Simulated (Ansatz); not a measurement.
Values for one crystal, relaxed and computed with plane-wave PAW r²SCAN (Ansatz code); other levels are named.

Volume per atom: 21.25 Å³
Band gap: 2.12 eV (indirect)
Valence-band maximum: at Γ
Pressure derivative B′: 8.5
Bulk modulus (Birch–Murnaghan fit): 17.2 GPa
Electron effective mass: 1.0, 1.8, 3.5 mₑ (principal values)
Formation energy from the elements (no fitted shifts): -0.68 eV/atom

Q: Which of these materials gives this?
A. LiPS3, C2/m (Pearson symbol mS20)
B. PbS, rock salt
C. ZnCu2SnS4, Pmn2_1 (Pearson symbol oP16)
D. BPO4, I-4 (B on 2d, P on 2a, O on 8g)

A: A, LiPS3, C2/m (Pearson symbol mS20)

The workflow started from an entry of the Crystallography Open Database (COD). Its standing as an ambient phase is unchecked. The r²SCAN relaxation kept the symmetry of its start; whether a distortion lowers the energy is not shown. The references are the lowest solids computed at this level, not always the standard phases.

Potentials: the later of the program's two PAW sets.
